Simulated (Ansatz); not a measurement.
## Sn (Fd-3m): elasticity against pressure

```
CELL_PARAMETERS angstrom
0.00000 3.23716 3.23716
3.23716 0.00000 3.23716
3.23716 3.23716 0.00000
ATOMIC_POSITIONS crystal
Sn 0.50000 0.50000 0.50000
Sn 0.75000 0.75000 0.75000
```

This is the zero-pressure cell. At each pressure cell and atoms are relaxed in this structure, and the constants are slopes of the stress at strains of ±0.005 with relaxed ions (the coefficients that govern stability under load). Level: LDA, PAW on Ansatz 0.2.0's default frozen-core files (fitted under PBE), scalar-relativistic; k mesh 14×14×14, strains of ±0.005, Fermi-Dirac smearing of 0.100 eV, cutoff 420 eV. P is the pressure of the relaxed cell, less that of this one.

```
P (GPa)    V/V₀  C11 (GPa)  C12 (GPa)  C44 (GPa)
   0.00  1.0000       66.1       34.1       28.8
   0.97       ?          ?          ?          ?
   2.00  0.9604       75.7       43.5       29.5
   4.00  0.9282       84.7       52.7       30.0
   6.97  0.8895       97.0       65.9       30.2
   9.99  0.8575      108.8       79.3       29.8
  14.98  0.8154      126.7      101.3       27.5
```

Q: Does the bulk modulus from the constants agree with the pressure-volume curve?

A: A third-order Birch-Murnaghan fit to the volumes shown (F against f, f = [(V₀/V)^(2/3) − 1]/2) gives B₀ = 44.8 GPa and B′ = 4.8. Its −V dP/dV stands beside (C11 + 2C12)/3:

```csv
P (GPa),from P(V),from the constants
0.00,44.8,44.8
2.00,54.2,54.3
4.00,63.3,63.4
6.97,76.3,76.3
9.99,89.2,89.2
14.98,109.9,109.7
```

Q: What are the pressure derivatives at zero pressure?

A: Slopes at V₀ of quadratic fits in −ln(V/V₀) through the first four rows shown, divided by B₀: dC11/dP = 5.0, dC12/dP = 4.7, dC44/dP = 0.5. The mean slopes up to 4.0 GPa are 4.7, 4.7, 0.3; curvature and scatter of the constants part the two. The combination (dC11/dP + 2 dC12/dP)/3 = 4.8 stands against B′.

Q: Fill the row at 0.97 GPa.

A: Cubic fits in −ln(V/V₀) through all rows shown give C11 = 70.9, C12 = 38.8, C44 = 29.1 GPa. Computed: V/V₀ = 0.9796, C11 (GPa) = 70.9, C12 (GPa) = 38.7, C44 (GPa) = 29.2.

Q: Does a shear stiffness soften?

A: C44 goes from 28.8 to 27.5 GPa, through a maximum of 30.2 near 7 GPa; (C11 − C12)/2 goes from 16.0 to 12.7 GPa, through a maximum of 16.1 near 2 GPa. C44 and (C11 − C12)/2 soften under pressure, though the lattice stays mechanically stable over this range.

Caveats: the structure is a database entry and needn't be the stable phase; no other phase was computed; many crystals of this kind change structure within this range, and rows or crossings beyond such a change describe a metastable lattice; frozen-core PAW files fitted under PBE, their cores solved anew for the functional of the run; responses of metals move with mesh and smearing; the gap is closed or tiny at this level, so small that the run used smearing; responses move with mesh and smearing; phonons weren't checked at these pressures.
